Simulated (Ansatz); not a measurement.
**Stress against strain in Ba2Cd**

```yaml
crystal:
  lattice:
    - [-2.13600, 2.13600, 7.60000]
    - [2.13600, -2.13600, 7.60000]
    - [2.13600, 2.13600, -7.60000]
  atoms:
    - { symbol: Ba, position: [0.37000, 0.37000, 0.00000] }
    - { symbol: Ba, position: [0.63000, 0.63000, 0.00000] }
    - { symbol: Cd, position: [0.00000, 0.00000, 0.00000] }
```

Atom numbers follow the list: Ba1, Ba2, Cd3.

The conventional cell has a = 4.272 Å, b = 4.272 Å, c = 15.200 Å, α = 90.00°, β = 90.00°, γ = 90.00°. Ba (atom 1) is surrounded by 4 Cd at 3.61 Å and 1 Ba at 3.95 Å. Around Cd (atom 3) lie 8 Ba at 3.61 Å.

The cell is COD entry 1542138, as deposited and not checked against the literature; nothing was relaxed.

No spin–orbit coupling, which matters for the heavy atoms here.

Computed with DFT, PBEsol, all-electron LAPW, scalar-relativistic in Ansatz 0.2.0.

The runs use a Γ-centred 14×14×14 k mesh, Fermi–Dirac smearing of 0.05 eV, basis error target 0.5 meV/atom, no spin polarisation.

The strain is applied along the Cartesian axes of the cell as listed (the other components stay zero). Fractional coordinates are held (clamped ions).

σ is the change of stress from the unstrained cell, which is at -0.82 GPa; tension is positive, so slopes are stress–strain coefficients at that pressure. In a metal the k mesh adds noise.

Only quantities that a quadratic follows smoothly over the whole series are listed; rougher ones are left out.

```tsv
εzz	σzz (GPa)	σxx (GPa)
-0.0200	-0.47	-0.17
-0.0100	-0.23	-0.08
0.0000	0.00	0.00
0.0200	0.44	0.15
```

(1) Fit the series and read off the stiffness at zero strain.

(2) One run, at εzz = 0.0100, is withheld. Predict its row.

Results:

(1) Least-squares fits y = p0 + p1 x + p2 x² to the rows give σzz (GPa): p1 = 22.7, p2 = -39; σxx (GPa): p1 = 7.98, p2 = -27. So C33 = 23 GPa and C13 = 8 GPa, for these axes.

(2) The fits give 0.22, 0.08; the run gave 0.22, 0.08.
